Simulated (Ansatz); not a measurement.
**Strain and the gap of HfO2 (P4_2/nmc)**

HfO2 (P4_2/nmc) from a database of computed structures, relaxed with r2SCAN in Ansatz 0.2.0. The symmetry is P4_2/nmc (No. 137, tetragonal); a = 3.577 Å, c = 5.202 Å in the conventional setting, 11.09 Å³ an atom. Around Hf lie 8 O at 2.06–2.39 Å; around O lie 4 Hf at 2.06–2.39 Å.

The axes x, y and z are those of this cell:
```yaml
crystal:
  lattice:
    - [3.57669, 0.00000, 0.00000]
    - [0.00000, 3.57669, 0.00000]
    - [0.00000, 0.00000, 5.20222]
  atoms:
    - { symbol: Hf, position: [0.50000, 0.50000, 0.50000] }
    - { symbol: Hf, position: [0.00000, 0.00000, 0.00000] }
    - { symbol: O, position: [0.00000, 0.50000, 0.69621] }
    - { symbol: O, position: [0.50000, 0.00000, 0.80379] }
    - { symbol: O, position: [0.50000, 0.00000, 0.30379] }
    - { symbol: O, position: [0.00000, 0.50000, 0.19621] }
```

Unstrained: With PBE the valence top lies at Z and the conduction bottom at Γ, 4.725 eV higher; the smallest vertical gap, at Γ, is 4.793 eV. The r2SCAN gap is indirect, 5.265 eV (Z to Γ), below the direct gap of 5.335 eV at Γ. With HSE06 the valence top lies at Z and the conduction bottom at Γ, 6.369 eV higher; the smallest vertical gap, at Γ, is 6.445 eV. Meshes: PBE 8×8×6, r2SCAN 8×8×6, HSE06 4×4×4. Strains are changes of length per length, and xy shears are angles. After each strain the atoms were relaxed again with r2SCAN within the symmetry that the strain leaves, so tilts or polar shifts that break it weren't tested; points keep the names that they have in the unstrained zone. Spin-unpolarised throughout; all numbers are computed.

Changes of the least gap in eV (an overlap counts as a negative gap):
```csv
strain,volume change (%),space group,PBE,r2SCAN,HSE06,"energy rise, r2SCAN (meV/atom)"
"biaxial +0.73 % in x and y, z held",+1.5,P4_2/nmc,-0.092,-0.083,-0.043,2.3
"epitaxial -3.98 % in the xy plane, free normal strain +2.38 %",-5.6,P4_2/nmc,-0.049,-0.042,-0.010,71.3
"xy shear, engineering strain (angle) -1.18 %",0.0,Ccce,-0.017,-0.019,-0.016,0.9
```

Biaxial +0.73 % in x and y, z held. HSE06: the gap goes from 6.369 to 6.326 eV (-0.043 eV); the edges go from Z → Γ to (0.214, 0.219, 0) → Γ. Stress change with r2SCAN, compression positive: xx -4.53, yy -4.53, zz -0.94 GPa.

Epitaxial -3.98 % in the xy plane, free normal strain +2.38 %. HSE06: the gap goes from 6.369 to 6.359 eV (-0.010 eV); the edges move from Z → Γ to A → Γ. Stress change with r2SCAN, compression positive: xx +27.03, yy +27.03, zz -0.04 GPa.

Xy shear, engineering strain (angle) -1.18 %. HSE06: the gap goes from 6.369 to 6.353 eV (-0.016 eV); the edges go from Z → Γ to Γ–Z (0.82) → Γ. Stress change with r2SCAN, compression positive: xx 0.00, yy 0.00, zz +0.02, xy +2.18 GPa.

Spin-orbit coupling is left out, which matters wherever the heavy atoms make up the band edges.

Where an edge lies off the special points, it is a point of the mesh or the k point where a search put PBE's edge or least direct gap, reused for the other functionals, whose own edges may lie a little apart.

Coordinates of k points refer to the reciprocal vectors of the primitive cell of the runs.

The meshes of the hybrids are coarse, so their gaps aren't converged to the digits shown.
